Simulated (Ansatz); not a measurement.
Geometry optimisation in Ansatz: input, command and trajectory.

```yaml
crystal:
  lattice:
    - [4.4278504643, 0.0, 0.0]
    - [0.0, 4.4278504643, 0.0]
    - [0.0, 0.0, 4.4833373122]
  atoms:
    - { symbol: Sn, position: [0.0, 0.0, 0.0] }
    - { symbol: Ir, position: [0.5, 0.5, 0.515], spin: 0.14 }
    - { symbol: S, position: [0.5, 0.5, 0.975] }
    - { symbol: S, position: [0.0, 0.5, 0.485] }
    - { symbol: S, position: [0.5, 0.0, 0.485] }
basis:
  ecutwfc: 420
kpoints:
  mp_grid: { grid: [4, 4, 4] }
hamiltonian:
  xc: pbe
scf:
  occupations: { method: gaussian, width: 0.1 }
  lower_state_search: "off"
output:
  forces: true
  stress: true
  eigenvalues: true
  populations: true
magnetization:
  spin_polarized: true
relax:
  adjacent_minimum: "off"
  f_tol: 0.04
  max_steps: 70
  cell: { stress_tol: 0.4 }
```

```bash
ansatz run input.yaml --threads 1 --pin off --max-ram 2560MiB --backend cpu --events-out ev --progress --plain --runs-dir out
```

The calculation used Ansatz, DFT PBE, scalar-relativistic, plane waves, PAW.

Of 17 frames 10 are shown, positions in Å and forces in eV/Å; the SCF threshold varies from step to step. Steps run on the plane waves of an earlier cell, with a Pulay correction in the pressure. The basis is chosen afresh for the last frame, the zero of the energies, and at times for earlier ones too; energy and pressure can step there, also at an unchanged geometry. Here that happened at step 13 (-13 meV/atom, 0.9 GPa); frames between the last choice of the basis and such a step carry an error that grows, as the cell changes, to that size. The mark taken_back stands on steps that the optimiser undid.

```xyz
5
Lattice="4.4279 0.0000 0.0000 0.0000 4.4279 0.0000 0.0000 0.0000 4.4833" Properties=species:S:1:pos:R:3:forces:R:3 pbc="T T T" step=1 free_energy_over_end_meV_per_atom=571.52 pressure_GPa=25.17
Sn    0.0000    0.0000    0.0000    0.0000    0.0000    0.4773
Ir    2.2139    2.2139    2.3089    0.0000    0.0000   -3.1735
S     2.2139    2.2139    4.3713    0.0000    0.0000    4.1882
S     0.0000    2.2139    2.1744    0.0000    0.0000   -0.7459
S     2.2139    0.0000    2.1744    0.0000    0.0000   -0.7459
5
Lattice="4.6394 0.0000 0.0000 0.0000 4.6394 0.0000 0.0000 0.0000 4.8005" Properties=species:S:1:pos:R:3:forces:R:3 pbc="T T T" step=3 free_energy_over_end_meV_per_atom=210.37 pressure_GPa=-0.07
Sn    0.0000    0.0000    0.2062    0.0000    0.0000    1.0986
Ir    2.3197    2.3197    2.4856    0.0000    0.0000    1.2863
S     2.3197    2.3197    4.8319    0.0000    0.0000   -0.3621
S     0.0000    2.3197    2.1428    0.0000    0.0000   -1.0114
S     2.3197    0.0000    2.1428    0.0000    0.0000   -1.0114
5
Lattice="4.5835 0.0000 0.0000 0.0000 4.5835 0.0000 0.0000 0.0000 4.9500" Properties=species:S:1:pos:R:3:forces:R:3 pbc="T T T" step=5 free_energy_over_end_meV_per_atom=183.72 pressure_GPa=0.54 taken_back
Sn    0.0000    0.0000    0.5371    0.0000    0.0000   -1.3617
Ir    2.2918    2.2918    2.8049    0.0000    0.0000   -1.0851
S     2.2918    2.2918    5.1219    0.0000    0.0000   -1.5349
S     0.0000    2.2918    1.8566    0.0000    0.0000    1.9909
S     2.2918    0.0000    1.8566    0.0000    0.0000    1.9909
5
Lattice="4.6125 0.0000 0.0000 0.0000 4.6125 0.0000 0.0000 0.0000 4.8872" Properties=species:S:1:pos:R:3:forces:R:3 pbc="T T T" step=6 free_energy_over_end_meV_per_atom=87.52 pressure_GPa=-0.22
Sn    0.0000    0.0000    0.4211    0.0000    0.0000    0.1834
Ir    2.3063    2.3063    2.6610    0.0000    0.0000    1.3280
S     2.3063    2.3063    4.9699    0.0000    0.0000   -1.2084
S     0.0000    2.3063    1.9852    0.0000    0.0000   -0.1515
S     2.3063    0.0000    1.9852    0.0000    0.0000   -0.1515
5
Lattice="4.5589 0.0000 0.0000 0.0000 4.5589 0.0000 0.0000 0.0000 5.1361" Properties=species:S:1:pos:R:3:forces:R:3 pbc="T T T" step=8 free_energy_over_end_meV_per_atom=42.09 pressure_GPa=1.10
Sn    0.0000    0.0000    0.6164    0.0000    0.0000   -0.3217
Ir    2.2795    2.2795    2.8140    0.0000    0.0000   -0.4720
S     2.2795    2.2795    4.9979    0.0000    0.0000    0.2471
S     0.0000    2.2795    2.1032    0.0000    0.0000    0.2733
S     2.2795    0.0000    2.1032    0.0000    0.0000    0.2733
5
Lattice="4.4434 0.0000 0.0000 0.0000 4.4434 0.0000 0.0000 0.0000 5.5730" Properties=species:S:1:pos:R:3:forces:R:3 pbc="T T T" step=10 free_energy_over_end_meV_per_atom=25.05 pressure_GPa=0.31 taken_back
Sn    0.0000    0.0000    0.7082    0.0000    0.0000   -0.0435
Ir    2.2217    2.2217    3.0736    0.0000    0.0000   -0.2633
S     2.2217    2.2217    5.2616    0.0000    0.0000    0.5080
S     0.0000    2.2217    2.3331    0.0000    0.0000   -0.1006
S     2.2217    0.0000    2.3331    0.0000    0.0000   -0.1006
5
Lattice="4.4676 0.0000 0.0000 0.0000 4.4676 0.0000 0.0000 0.0000 5.4650" Properties=species:S:1:pos:R:3:forces:R:3 pbc="T T T" step=12 free_energy_over_end_meV_per_atom=20.85 pressure_GPa=0.04
Sn    0.0000    0.0000    0.6627    0.0000    0.0000    0.0012
Ir    2.2338    2.2338    3.0107    0.0000    0.0000   -0.0259
S     2.2338    2.2338    5.2197    0.0000    0.0000    0.0272
S     0.0000    2.2338    2.2753    0.0000    0.0000   -0.0012
S     2.2338    0.0000    2.2753    0.0000    0.0000   -0.0012
5
Lattice="4.4676 0.0000 0.0000 0.0000 4.4676 0.0000 0.0000 0.0000 5.4650" Properties=species:S:1:pos:R:3:forces:R:3 pbc="T T T" step=13 free_energy_over_end_meV_per_atom=7.74 pressure_GPa=0.91
Sn    0.0000    0.0000    0.6627    0.0000    0.0000    0.0105
Ir    2.2338    2.2338    3.0107    0.0000    0.0000   -0.0130
S     2.2338    2.2338    5.2197    0.0000    0.0000    0.0135
S     0.0000    2.2338    2.2753    0.0000    0.0000   -0.0055
S     2.2338    0.0000    2.2753    0.0000    0.0000   -0.0055
5
Lattice="4.4208 0.0000 0.0000 0.0000 4.4208 0.0000 0.0000 0.0000 5.7417" Properties=species:S:1:pos:R:3:forces:R:3 pbc="T T T" step=15 free_energy_over_end_meV_per_atom=0.18 pressure_GPa=0.18
Sn    0.0000    0.0000    0.7433    0.0000    0.0000   -0.0261
Ir    2.2104    2.2104    3.1788    0.0000    0.0000   -0.0743
S     2.2104    2.2104    5.4019    0.0000    0.0000    0.0559
S     0.0000    2.2104    2.4003    0.0000    0.0000    0.0223
S     2.2104    0.0000    2.4003    0.0000    0.0000    0.0223
5
Lattice="4.4277 0.0000 0.0000 0.0000 4.4277 0.0000 0.0000 0.0000 5.7353" Properties=species:S:1:pos:R:3:forces:R:3 pbc="T T T" step=17 free_energy_over_end_meV_per_atom=0.00 pressure_GPa=-0.04
Sn    0.0000    0.0000    0.7412    0.0000    0.0000   -0.0040
Ir    2.2139    2.2139    3.1717    0.0000    0.0000    0.0123
S     2.2139    2.2139    5.3981    0.0000    0.0000   -0.0015
S     0.0000    2.2139    2.3990    0.0000    0.0000   -0.0034
S     2.2139    0.0000    2.3990    0.0000    0.0000   -0.0034
```

The start puts this composition into another compound's structure type, which needn't suit it. At the end the space group is P4mm (tolerance 0.05 Å).

It took 4.1 min on 1 thread of Arm Neoverse V1, with other jobs on the host, peak memory 0.41 GiB.

The k mesh is coarse. Spin-orbit coupling is left out, which matters for the bands of heavy elements.